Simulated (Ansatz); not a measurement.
Rb3LiPb4:
```xyz
16
Lattice="3.6385 -8.2042 0.0000 3.6385 8.2042 0.0000 0.0000 0.0000 10.6447" Properties=species:S:1:pos:R:3 pbc="T T T"
Rb     3.6385     4.5638     2.6612
Rb     3.6385    -4.5638     7.9835
Rb     3.6385    -1.8552     0.4467
Rb     3.6385     1.8552    10.1980
Rb     3.6385     1.8552     5.7690
Rb     3.6385    -1.8552     4.8757
Li     0.0000     0.0000     0.0000
Li     0.0000     0.0000     5.3224
Pb     1.5791     0.5496     2.6612
Pb     5.6979    -0.5496     7.9835
Pb     1.5791    -0.5496     7.9835
Pb     5.6979     0.5496     2.6612
Pb     3.6385    -5.4579     1.1364
Pb     3.6385     5.4579     9.5083
Pb     3.6385     5.4579     6.4588
Pb     3.6385    -5.4579     4.1859
```

Relaxed with r²SCAN.

Question: Map the electron localisation function on the plane through (0.222, 0.778, 0.250) spanned by u = [0, 0, 1] and v = [1, -1, 0] in lattice vectors, from DFT-r²SCAN in the program Ansatz with PAW potentials.

Answer: x is the fraction of u, y of v (the angle between them is 90°; rows are the nearest grid lines); atoms in the plane: Rb at (0.00, 0.00), Rb at (0.50, 0.56), Rb at (0.79, 0.39), Rb at (0.71, 0.17), Rb at (0.29, 0.17), Rb at (0.21, 0.39), Li at (0.75, 0.78), Li at (0.25, 0.78), Pb at (0.86, 0.61), Pb at (0.64, 0.95).
```
|0178830025544444334444334444455200388710|
|8887300155442000033333300002445510037888|
|6541000255442000133223310002445520001456|
|0000001134544332222222222334454311000000|
|4444331000000233333223333320000001334444|
|3344431049994013444444443104999401344433|
|3333332004850013444444443100584002333333|
|2233333444431111233333321111344443333322|
|3223322344454200000000000024544432233223|
|3333000024454100478888740014544200003333|
|4333321244454002788558872004544421233334|
|4455555555431002788888872001345555555544|
|3210000111100000013443100000011110000123|
|0001588878887400000000000047888788851000|
|0003788401688510000000000158861048873000|
|0000478888886200000000000026888888740000|
|0000000111000000000110000000001110000000|
|1100000000233200000000000023320000000011|
|1100000036888863000000003688886300000011|
|0000000588610488730000378840168850000000|
|0000000378888887410000147888888730000000|
|6652000000000000012332100000000000002566|
|8887510000011233444444443321100000157888|
|0178830025544444334444334444455200388710|
```
Scale: ten equal steps from 0.001 (start of '0') to 1.00 (end of '9'), in the order '0123456789'; x runs from 0.000 to 1.00, y from 0.000 (bottom) to 1.00 (top).

The density is the valence pseudo-density with augmentation charge, so density and ELF within about 1 Å of a nucleus are not all-electron values.

Space group Cmcm. The workflow started from a Materials Project entry (that database holds measured and hypothetical structures alike); the Crystallography Open Database copy checked does not list it. Whether it is the stable phase at ambient conditions was not checked. Symmetry was held in the r²SCAN relaxation; its stability against distortions is not shown here. Scalar-relativistic: spin–orbit coupling is off unless named, which matters more the heavier the elements.

Potentials: the later of the program's two PAW sets.
